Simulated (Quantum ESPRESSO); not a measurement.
Space group C2/m (No. 12); a = 6.4848 Å, b = 2.7356 Å, c = 6.0561 Å, α = 90.00°, β = 120.69°, γ = 90.00°

```
atom  site  symmetry       x       y       z
----  ----  --------  ------  ------  ------
O       4i         m  0.0748  0.5000  0.2287
Na      2c       2/m  0.5000  0.5000  0.5000
Cu      2a       2/m  0.0000  0.0000  0.0000
```
(The calculation used a cell of 4 atoms; values per cell refer to that cell.)

Cell and atoms were relaxed with PBEsol from Materials Project entry mp-4541, within its symmetry.

Q: What does PBEsol (Quantum ESPRESSO, PseudoDojo norm-conserving, 92 Ry, no spin-orbit coupling) give for the electronic structure near the Fermi level?

A: The PBEsol gap is 0.46 eV; at least one edge lies off the plotted path, at a point of the SCF mesh. The smallest direct gap is 0.84 eV. The 3d shell has no Hubbard U; the runs are without spin polarisation, and magnetic order was not tried.
